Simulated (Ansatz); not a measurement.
# LuC₂: levels along high-symmetry lines

```
Lu C
1.0
    -1.78296    1.78296    3.02895
     1.78296   -1.78296    3.02895
     1.78296    1.78296   -3.02895
Lu C
1 2
Direct
  0.00000 0.00000 0.00000
  0.60794 0.60794 0.00000
  0.39206 0.39206 0.00000
```

Atoms are numbered in the order listed.

Structure from Materials Project entry mp-8371 (possibly hypothetical), not relaxed further.

No spin–orbit coupling, which matters for the heavy atoms here.

Level of theory: Ansatz 0.2.0, DFT, LDA, all-electron LAPW, scalar-relativistic.

Settings: a Γ-centred 14×14×14 k mesh, Fermi–Dirac smearing of 0.08 eV, basis error target 1 meV/atom, no spin polarisation.

Points in fractions of the reciprocal vectors of this cell: Γ (0, 0, 0), X (0, 0, 0.5), P (0.25, 0.25, 0.25), N (0, 0.5, 0), M (0.5, 0.5, -0.5), S (0.337, 0.663, -0.337), S0 (-0.337, 0.337, 0.337). The path joins them by straight lines in the order Γ–X–P–N–Γ–M–S–S0–Γ; legs that retrace an earlier one aren't tabulated. Energies are in eV from the Fermi level.

Task: Metal or insulator at this level of theory?

Result: No gap opens: metallic or semimetallic.

Task: Tabulate bands 25 to 31, counted from the lowest band of the run, along the path.

Result: 
```json
{"k (1/Å)": "0.00", "point": "Γ", "band 25": "-3.82", "band 26": "-2.96", "band 27": "-2.96", "band 28": "-0.70", "band 29": "-0.70", "band 30": "0.45", "band 31": "2.51"}
{"k (1/Å)": "0.18", "point": "", "band 25": "-3.95", "band 26": "-3.34", "band 27": "-3.09", "band 28": "-0.88", "band 29": "-0.33", "band 30": "0.78", "band 31": "2.80"}
{"k (1/Å)": "0.36", "point": "", "band 25": "-4.20", "band 26": "-4.00", "band 27": "-3.35", "band 28": "-1.33", "band 29": "0.60", "band 30": "1.64", "band 31": "3.15"}
{"k (1/Å)": "0.53", "point": "", "band 25": "-4.42", "band 26": "-4.38", "band 27": "-3.59", "band 28": "-1.89", "band 29": "1.85", "band 30": "2.78", "band 31": "3.53"}
{"k (1/Å)": "0.71", "point": "", "band 25": "-4.48", "band 26": "-4.46", "band 27": "-3.73", "band 28": "-2.42", "band 29": "3.13", "band 30": "3.97", "band 31": "4.02"}
{"k (1/Å)": "0.89", "point": "", "band 25": "-4.51", "band 26": "-4.34", "band 27": "-3.79", "band 28": "-2.84", "band 29": "3.29", "band 30": "4.42", "band 31": "5.11"}
{"k (1/Å)": "1.07", "point": "", "band 25": "-4.52", "band 26": "-4.30", "band 27": "-3.80", "band 28": "-3.11", "band 29": "2.81", "band 30": "4.76", "band 31": "5.83"}
{"k (1/Å)": "1.25", "point": "X", "band 25": "-4.52", "band 26": "-4.33", "band 27": "-3.80", "band 28": "-3.21", "band 29": "2.62", "band 30": "4.88", "band 31": "5.63"}
{"k (1/Å)": "1.32", "point": "", "band 25": "-4.65", "band 26": "-4.13", "band 27": "-3.93", "band 28": "-3.03", "band 29": "2.52", "band 30": "4.89", "band 31": "5.62"}
{"k (1/Å)": "1.39", "point": "", "band 25": "-4.76", "band 26": "-4.17", "band 27": "-3.81", "band 28": "-2.69", "band 29": "2.24", "band 30": "4.93", "band 31": "5.62"}
{"k (1/Å)": "1.47", "point": "", "band 25": "-4.82", "band 26": "-4.40", "band 27": "-3.48", "band 28": "-2.28", "band 29": "1.83", "band 30": "5.00", "band 31": "5.60"}
{"k (1/Å)": "1.54", "point": "", "band 25": "-4.85", "band 26": "-4.60", "band 27": "-3.17", "band 28": "-1.84", "band 29": "1.34", "band 30": "5.09", "band 31": "5.58"}
{"k (1/Å)": "1.62", "point": "", "band 25": "-4.86", "band 26": "-4.76", "band 27": "-2.92", "band 28": "-1.35", "band 29": "0.80", "band 30": "5.20", "band 31": "5.55"}
{"k (1/Å)": "1.69", "point": "", "band 25": "-4.88", "band 26": "-4.87", "band 27": "-2.76", "band 28": "-0.84", "band 29": "0.25", "band 30": "5.33", "band 31": "5.51"}
{"k (1/Å)": "1.76", "point": "P", "band 25": "-4.95", "band 26": "-4.87", "band 27": "-2.70", "band 28": "-0.30", "band 29": "-0.30", "band 30": "5.43", "band 31": "5.44"}
{"k (1/Å)": "1.89", "point": "", "band 25": "-4.95", "band 26": "-4.83", "band 27": "-2.73", "band 28": "-0.25", "band 29": "-0.22", "band 30": "5.49", "band 31": "5.58"}
{"k (1/Å)": "2.02", "point": "", "band 25": "-4.94", "band 26": "-4.79", "band 27": "-2.83", "band 28": "-0.07", "band 29": "0.00", "band 30": "5.55", "band 31": "5.68"}
{"k (1/Å)": "2.14", "point": "", "band 25": "-4.94", "band 26": "-4.82", "band 27": "-2.96", "band 28": "0.30", "band 29": "0.35", "band 30": "5.14", "band 31": "5.95"}
{"k (1/Å)": "2.27", "point": "", "band 25": "-4.94", "band 26": "-4.88", "band 27": "-3.10", "band 28": "0.80", "band 29": "0.85", "band 30": "4.76", "band 31": "5.67"}
{"k (1/Å)": "2.39", "point": "", "band 25": "-4.95", "band 26": "-4.93", "band 27": "-3.23", "band 28": "1.33", "band 29": "1.55", "band 30": "4.46", "band 31": "4.99"}
{"k (1/Å)": "2.52", "point": "", "band 25": "-4.96", "band 26": "-4.95", "band 27": "-3.32", "band 28": "1.84", "band 29": "2.35", "band 30": "4.18", "band 31": "4.29"}
{"k (1/Å)": "2.65", "point": "N", "band 25": "-4.97", "band 26": "-4.95", "band 27": "-3.35", "band 28": "2.10", "band 29": "2.98", "band 30": "3.55", "band 31": "4.11"}
{"k (1/Å)": "2.79", "point": "", "band 25": "-4.97", "band 26": "-4.85", "band 27": "-3.41", "band 28": "1.82", "band 29": "2.40", "band 30": "3.76", "band 31": "3.99"}
{"k (1/Å)": "2.94", "point": "", "band 25": "-4.88", "band 26": "-4.60", "band 27": "-3.55", "band 28": "1.27", "band 29": "1.58", "band 30": "3.07", "band 31": "4.61"}
{"k (1/Å)": "3.08", "point": "", "band 25": "-4.60", "band 26": "-4.26", "band 27": "-3.70", "band 28": "0.70", "band 29": "0.83", "band 30": "2.25", "band 31": "4.92"}
{"k (1/Å)": "3.23", "point": "", "band 25": "-4.18", "band 26": "-3.86", "band 27": "-3.80", "band 28": "0.16", "band 29": "0.21", "band 30": "1.54", "band 31": "4.16"}
{"k (1/Å)": "3.38", "point": "", "band 25": "-3.89", "band 26": "-3.59", "band 27": "-3.44", "band 28": "-0.28", "band 29": "-0.27", "band 30": "0.98", "band 31": "3.34"}
{"k (1/Å)": "3.52", "point": "", "band 25": "-3.84", "band 26": "-3.15", "band 27": "-3.10", "band 28": "-0.59", "band 29": "-0.58", "band 30": "0.60", "band 31": "2.74"}
{"k (1/Å)": "3.67", "point": "Γ", "band 25": "-3.82", "band 26": "-2.96", "band 27": "-2.96", "band 28": "-0.70", "band 29": "-0.70", "band 30": "0.45", "band 31": "2.51"}
{"k (1/Å)": "3.82", "point": "", "band 25": "-3.61", "band 26": "-3.07", "band 27": "-3.07", "band 28": "-0.45", "band 29": "-0.45", "band 30": "0.36", "band 31": "2.60"}
{"k (1/Å)": "3.96", "point": "", "band 25": "-3.30", "band 26": "-3.30", "band 27": "-3.13", "band 28": "0.12", "band 29": "0.20", "band 30": "0.20", "band 31": "2.84"}
{"k (1/Å)": "4.11", "point": "", "band 25": "-3.50", "band 26": "-3.50", "band 27": "-2.65", "band 28": "-0.18", "band 29": "1.07", "band 30": "1.07", "band 31": "3.18"}
{"k (1/Å)": "4.26", "point": "", "band 25": "-3.65", "band 26": "-3.65", "band 27": "-2.40", "band 28": "-0.48", "band 29": "2.05", "band 30": "2.05", "band 31": "3.35"}
{"k (1/Å)": "4.41", "point": "", "band 25": "-3.73", "band 26": "-3.73", "band 27": "-2.46", "band 28": "-0.73", "band 29": "3.03", "band 30": "3.03", "band 31": "3.21"}
{"k (1/Å)": "4.56", "point": "", "band 25": "-3.77", "band 26": "-3.77", "band 27": "-2.66", "band 28": "-0.89", "band 29": "3.04", "band 30": "3.80", "band 31": "3.80"}
{"k (1/Å)": "4.71", "point": "M", "band 25": "-3.78", "band 26": "-3.78", "band 27": "-2.77", "band 28": "-0.94", "band 29": "2.98", "band 30": "4.11", "band 31": "4.11"}
{"k (1/Å)": "4.79", "point": "", "band 25": "-3.87", "band 26": "-3.80", "band 27": "-2.79", "band 28": "-0.85", "band 29": "3.07", "band 30": "4.09", "band 31": "4.12"}
{"k (1/Å)": "4.87", "point": "", "band 25": "-4.10", "band 26": "-3.88", "band 27": "-2.83", "band 28": "-0.59", "band 29": "3.33", "band 30": "4.05", "band 31": "4.16"}
{"k (1/Å)": "4.95", "point": "", "band 25": "-4.40", "band 26": "-4.00", "band 27": "-2.89", "band 28": "-0.21", "band 29": "3.73", "band 30": "3.97", "band 31": "4.22"}
{"k (1/Å)": "5.03", "point": "", "band 25": "-4.66", "band 26": "-4.14", "band 27": "-2.99", "band 28": "0.24", "band 29": "3.80", "band 30": "4.23", "band 31": "4.24"}
{"k (1/Å)": "5.12", "point": "", "band 25": "-4.85", "band 26": "-4.29", "band 27": "-3.11", "band 28": "0.77", "band 29": "3.54", "band 30": "4.11", "band 31": "4.79"}
{"k (1/Å)": "5.20", "point": "", "band 25": "-4.93", "band 26": "-4.44", "band 27": "-3.25", "band 28": "1.36", "band 29": "3.19", "band 30": "3.77", "band 31": "4.73"}
{"k (1/Å)": "5.28", "point": "S", "band 25": "-4.96", "band 26": "-4.58", "band 27": "-3.40", "band 28": "2.00", "band 29": "2.79", "band 30": "3.34", "band 31": "4.75"}
{"k (1/Å)": "5.45", "point": "", "band 25": "-4.96", "band 26": "-4.70", "band 27": "-3.48", "band 28": "2.37", "band 29": "2.80", "band 30": "2.99", "band 31": "4.49"}
{"k (1/Å)": "5.62", "point": "", "band 25": "-4.97", "band 26": "-4.83", "band 27": "-3.43", "band 28": "2.17", "band 29": "2.89", "band 30": "3.56", "band 31": "3.98"}
{"k (1/Å)": "5.80", "point": "", "band 25": "-4.97", "band 26": "-4.94", "band 27": "-3.36", "band 28": "2.11", "band 29": "2.95", "band 30": "3.60", "band 31": "4.14"}
{"k (1/Å)": "5.97", "point": "", "band 25": "-4.97", "band 26": "-4.94", "band 27": "-3.36", "band 28": "2.11", "band 29": "2.95", "band 30": "3.60", "band 31": "4.14"}
{"k (1/Å)": "6.14", "point": "", "band 25": "-4.97", "band 26": "-4.83", "band 27": "-3.43", "band 28": "2.17", "band 29": "2.89", "band 30": "3.56", "band 31": "3.98"}
{"k (1/Å)": "6.31", "point": "", "band 25": "-4.96", "band 26": "-4.70", "band 27": "-3.48", "band 28": "2.37", "band 29": "2.80", "band 30": "2.99", "band 31": "4.49"}
{"k (1/Å)": "6.48", "point": "S0", "band 25": "-4.96", "band 26": "-4.58", "band 27": "-3.40", "band 28": "2.00", "band 29": "2.79", "band 30": "3.34", "band 31": "4.75"}
{"k (1/Å)": "6.65", "point": "", "band 25": "-4.94", "band 26": "-4.76", "band 27": "-3.75", "band 28": "1.96", "band 29": "2.41", "band 30": "3.39", "band 31": "4.96"}
{"k (1/Å)": "6.82", "point": "", "band 25": "-4.90", "band 26": "-4.75", "band 27": "-4.10", "band 28": "1.20", "band 29": "1.54", "band 30": "4.26", "band 31": "5.37"}
{"k (1/Å)": "6.99", "point": "", "band 25": "-4.80", "band 26": "-4.53", "band 27": "-4.33", "band 28": "0.54", "band 29": "0.77", "band 30": "3.63", "band 31": "5.82"}
{"k (1/Å)": "7.16", "point": "", "band 25": "-4.59", "band 26": "-4.24", "band 27": "-4.12", "band 28": "0.02", "band 29": "0.14", "band 30": "2.49", "band 31": "4.90"}
{"k (1/Å)": "7.33", "point": "", "band 25": "-4.26", "band 26": "-3.81", "band 27": "-3.61", "band 28": "-0.37", "band 29": "-0.32", "band 30": "1.47", "band 31": "3.79"}
{"k (1/Å)": "7.50", "point": "", "band 25": "-3.95", "band 26": "-3.24", "band 27": "-3.15", "band 28": "-0.61", "band 29": "-0.61", "band 30": "0.74", "band 31": "2.87"}
{"k (1/Å)": "7.67", "point": "Γ", "band 25": "-3.82", "band 26": "-2.96", "band 27": "-2.96", "band 28": "-0.70", "band 29": "-0.70", "band 30": "0.45", "band 31": "2.51"}
```
